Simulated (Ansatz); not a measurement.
Relaxed-ion elastic tensor of SrScO₂F in space group P4/mmm (No. 123; Sr on 1d, Sc on 1a, O on 2f, F on 1b) in GPa (Voigt order), r²SCAN (plane waves, PAW; program Ansatz); density 4.46 g/cm³, 13.68 Å³ per atom.

```
 271  87.1  47.3   0.0   0.0   0.0
87.1   271  47.3   0.0   0.0   0.0
47.3  47.3   282   0.0   0.0   0.0
 0.0   0.0   0.0  54.8   0.0   0.0
 0.0   0.0   0.0   0.0  54.8   0.0
 0.0   0.0   0.0   0.0   0.0  89.2
```

Problem. Is the crystal mechanically stable?

Solution. Yes: the smallest eigenvalue of C is 54.8 GPa.

Problem. Work out the Voigt, Reuss and Hill averages.

Solution. K_V = 132, K_R = 132, K_H = 132; G_V = 82.6, G_R = 74.9, G_H = 78.7 GPa.

Problem. Give Young's modulus, Poisson's ratio, Pugh's ratio and the universal anisotropy index.

Solution. E = 9KG/(3K + G) = 197 GPa; ν = 0.25; K/G = 1.67 (near the Pugh limit of 1.75, no verdict); A_U = 5G_V/G_R + K_V/K_R − 6 = 0.52.

Problem. Estimate the sound speeds and the Debye temperature.

Solution. v_l = √((K + 4G/3)/ρ) = 7290 m/s, v_t = √(G/ρ) = 4200 m/s, mean 4670 m/s; Θ = (h/k)(3n/4πV)^(1/3) v_m = 581 K.

Problem. Solve the Christoffel equation for the three sound speeds along x, y, z.

Solution. Eigenvalues of C_ijkl n_j n_l equal ρv². In km/s, slowest first: x 3.51, 4.47, 7.80; y 3.51, 4.47, 7.80; z 3.51, 3.51, 7.95.

Problem. How much does each axis shrink under pressure?

Solution. Linear compressibilities β_i = Σ_j S_ij (j = 1 to 3): x 2.4, y 2.4, z 2.7 per TPa.

The start of the workflow was typed in or built on a structure type; neither database checked (COD, Materials Project) lists it. Its standing as an ambient phase is unchecked. The cell was relaxed with r²SCAN under the symmetry of its start; its stability against distortions is not shown here. No spin polarisation was allowed. The volume moved by -16 % from the start of the relaxation.

Potentials: the earlier of the program's two PAW sets.
